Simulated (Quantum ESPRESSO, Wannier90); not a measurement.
# Tight-binding from DFT: FeNi3 (Cu3Au type)

```
begin unit_cell_cart
ang
    3.5104200000    0.0000000000    0.0000000000
    0.0000000000    3.5104200000    0.0000000000
    0.0000000000    0.0000000000    3.5104200000
end unit_cell_cart
begin atoms_frac
Fe   0.0000000000  0.0000000000  0.0000000000
Ni   0.0000000000  0.5000000000  0.5000000000
Ni   0.5000000000  0.0000000000  0.5000000000
Ni   0.5000000000  0.5000000000  0.0000000000
end atoms_frac
```

Cell from Materials Project (mp-1418), symmetrised, no further relaxation. COD (Crystallography Open Database) has an entry of this formula and space group (matched by these alone). Computed values, not measurements, from PBEsol: Quantum ESPRESSO (norm-conserving PseudoDojo potentials, cutoff 79 Ry, spinors with spin-orbit coupling, ferromagnetic start along z) on a Γ-centred 4×4×4 mesh, then Wannier90. Density: 12×12×12 mesh, cold smearing 0.01 Ry. Only the ferromagnetic state was computed; other magnetic orders were not tried.

A tight-binding model is made by disentanglement and projection with no localisation steps (num_iter = 0), so the 72 orbitals stay atom-like: hydrogen-like Fe: s;p;d; Ni: s;p;d, axes along x, y, z; frozen window up to 3.00 eV relative to the Fermi level. It follows pw.x to 20 meV rms for states up to 1.0 eV relative to the Fermi level. Matrix elements depend on this choice of orbitals and windows.

**Question.** What are the on-site energies relative to the Fermi level, and how fast do the hoppings decay?

**Answer.** 
```json
[
 {"atom": "Fe1", "orbitals": "s↑", "energy (eV)": "8.37"},
 {"atom": "Fe1", "orbitals": "s↓", "energy (eV)": "9.21"},
 {"atom": "Fe1", "orbitals": "pz↑ px↑ py↑", "energy (eV)": "14.24"},
 {"atom": "Fe1", "orbitals": "pz↓ px↓ py↓", "energy (eV)": "14.80"},
 {"atom": "Fe1", "orbitals": "dz2↑ dx2-y2↑", "energy (eV)": "-3.19"},
 {"atom": "Fe1", "orbitals": "dz2↓ dx2-y2↓", "energy (eV)": "-0.03"},
 {"atom": "Fe1", "orbitals": "dxz↑ dyz↑ dxy↑", "energy (eV)": "-3.10"},
 {"atom": "Fe1", "orbitals": "dxz↓ dyz↓ dxy↓", "energy (eV)": "-0.25"},
 {"atom": "Ni2", "orbitals": "s↑", "energy (eV)": "7.63"},
 {"atom": "Ni2", "orbitals": "s↓", "energy (eV)": "7.82"},
 {"atom": "Ni2", "orbitals": "pz↑ py↑", "energy (eV)": "13.93"},
 {"atom": "Ni2", "orbitals": "pz↓ px↓ py↓", "energy (eV)": "13.97"},
 {"atom": "Ni2", "orbitals": "px↑", "energy (eV)": "13.99"},
 {"atom": "Ni2", "orbitals": "dz2↑", "energy (eV)": "-2.29"},
 {"atom": "Ni2", "orbitals": "dz2↓", "energy (eV)": "-1.62"},
 {"atom": "Ni2", "orbitals": "dxz↑ dxy↑", "energy (eV)": "-2.44"},
 {"atom": "Ni2", "orbitals": "dxz↓ dxy↓", "energy (eV)": "-1.65"},
 {"atom": "Ni2", "orbitals": "dyz↑", "energy (eV)": "-2.40"},
 {"atom": "Ni2", "orbitals": "dyz↓", "energy (eV)": "-1.74"},
 {"atom": "Ni2", "orbitals": "dx2-y2↑", "energy (eV)": "-2.21"},
 {"atom": "Ni2", "orbitals": "dx2-y2↓", "energy (eV)": "-1.60"},
 {"atom": "Ni3", "orbitals": "s↑", "energy (eV)": "7.63"},
 {"atom": "Ni3", "orbitals": "s↓", "energy (eV)": "7.82"},
 {"atom": "Ni3", "orbitals": "pz↑ px↑", "energy (eV)": "13.93"},
 {"atom": "Ni3", "orbitals": "pz↓ px↓ py↓", "energy (eV)": "13.97"},
 {"atom": "Ni3", "orbitals": "py↑", "energy (eV)": "13.99"},
 {"atom": "Ni3", "orbitals": "dz2↑", "energy (eV)": "-2.29"},
 {"atom": "Ni3", "orbitals": "dz2↓", "energy (eV)": "-1.62"},
 {"atom": "Ni3", "orbitals": "dxz↑", "energy (eV)": "-2.40"},
 {"atom": "Ni3", "orbitals": "dxz↓", "energy (eV)": "-1.74"},
 {"atom": "Ni3", "orbitals": "dyz↑ dxy↑", "energy (eV)": "-2.44"},
 {"atom": "Ni3", "orbitals": "dyz↓ dxy↓", "energy (eV)": "-1.65"},
 {"atom": "Ni3", "orbitals": "dx2-y2↑", "energy (eV)": "-2.21"},
 {"atom": "Ni3", "orbitals": "dx2-y2↓", "energy (eV)": "-1.60"},
 {"atom": "Ni4", "orbitals": "s↑", "energy (eV)": "7.63"},
 {"atom": "Ni4", "orbitals": "s↓", "energy (eV)": "7.82"},
 {"atom": "Ni4", "orbitals": "pz↑ pz↓", "energy (eV)": "13.99"},
 {"atom": "Ni4", "orbitals": "px↑ py↑", "energy (eV)": "13.93"},
 {"atom": "Ni4", "orbitals": "px↓ py↓", "energy (eV)": "13.97"},
 {"atom": "Ni4", "orbitals": "dz2↑", "energy (eV)": "-2.17"}
]
```

```tsv
distance of the centres (Å)	largest modulus (eV)
2–3	2.2
3–4	0.27
4–5	0.32
5–6	0.11
6–7	0.043
```
